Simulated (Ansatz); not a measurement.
CdF2:
```xyz
3
Lattice="0.0000 2.6920 2.6920 2.6920 0.0000 2.6920 2.6920 2.6920 0.0000" Properties=species:S:1:pos:R:3 pbc="T T T"
Cd     0.0000     0.0000     0.0000
F      1.3460     1.3460     1.3460
F      4.0380     4.0380     4.0380
```

Relaxed with PBEsol. Special points in fractions of this cell's reciprocal vectors: Γ (0.000, 0.000, 0.000); X (0.500, 0.000, 0.500); U (0.625, 0.250, 0.625); K (0.375, 0.375, 0.750); L (0.500, 0.500, 0.500); W (0.500, 0.250, 0.750).

Problem. List the band energies nearest the valence-band maximum at these points for the program Ansatz at the PBEsol with spin–orbit coupling level (PAW).

Solution. In eV from the valence-band maximum; about four levels below and three above (degenerate sets whole), none deeper than 8.9 eV; points with the same levels are listed once.

| k | below | above |
|---|---|---|
| Γ | -0.52 -0.52 -0.52 -0.52 -0.40 -0.40 | 2.94 2.94 12.10 12.10 |
| X | -0.13 -0.13 -0.05 -0.05 | 7.92 7.92 9.48 9.48 |
| U | -0.37 -0.37 -0.19 -0.19 | 7.87 7.87 10.56 10.56 |
| L | -0.45 -0.45 -0.32 -0.32 | 7.09 7.09 8.97 8.97 |
| W | -0.63 -0.63 0.00 0.00 | 7.99 7.99 11.26 11.26 |

Space group Fm-3m (fluorite). Symmetry was held in the PBEsol relaxation.

Potentials: the earlier of the program's two PAW sets. The files were generated under PBE; for other functionals the program regenerates the frozen cores, and for LDA and PBEsol the local potential too.
